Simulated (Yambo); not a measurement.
```
Li2PtH6
1.0
    0.00000     3.32492     3.32492
    3.32492     0.00000     3.32492
    3.32492     3.32492     0.00000
H Li Pt
6 2 1
Direct
  0.75479   0.75479   0.24521
  0.24521   0.24521   0.75479
  0.24521   0.75479   0.75479
  0.75479   0.24521   0.24521
  0.75479   0.24521   0.75479
  0.24521   0.75479   0.24521
  0.75000   0.75000   0.75000
  0.25000   0.25000   0.25000
  0.00000   0.00000   0.00000
```

Li₂PtH₆ (space group Fm-3m, No. 225): mean Im ε in 1 eV windows above the direct gap of 6.47 eV, for different electron-hole kernels (Yambo, broadening 0.15 eV, PBEsol (pw.x of Quantum ESPRESSO, ONCV potentials, without SOC) bands; 6×6×6 mesh, 8 valence and 6 conduction bands, static screening with 41 bands and a 3 Ry block, scissor 2.05 eV, Tamm-Dancoff; field along x).

```json
[
 {"window (eV)": "6.5 to 7.5", "independent quasiparticles": "7.4", "BSE": "6.6"},
 {"window (eV)": "7.5 to 8.5", "independent quasiparticles": "5.8", "BSE": "4.4"},
 {"window (eV)": "8.5 to 9.5", "independent quasiparticles": "4.9", "BSE": "5.7"},
 {"window (eV)": "9.5 to 10.5", "independent quasiparticles": "4.7", "BSE": "3.1"}
]
```

This run doesn't resolve bound excitons or single peaks, so only averages are given, and they too depend on the mesh; weight that the attraction moves below the gap isn't listed. All transitions below 10.55 eV are in the band window. The scissor comes from a G0W0 run whose convergence isn't established.

Without spin-orbit coupling, band edges of such heavy elements can be off by tenths of an eV.

Geometry of the Materials Project entry, not relaxed at this level.

The structure is a Materials Project entry; no match was found in the copy of COD used, and its stability was not checked.
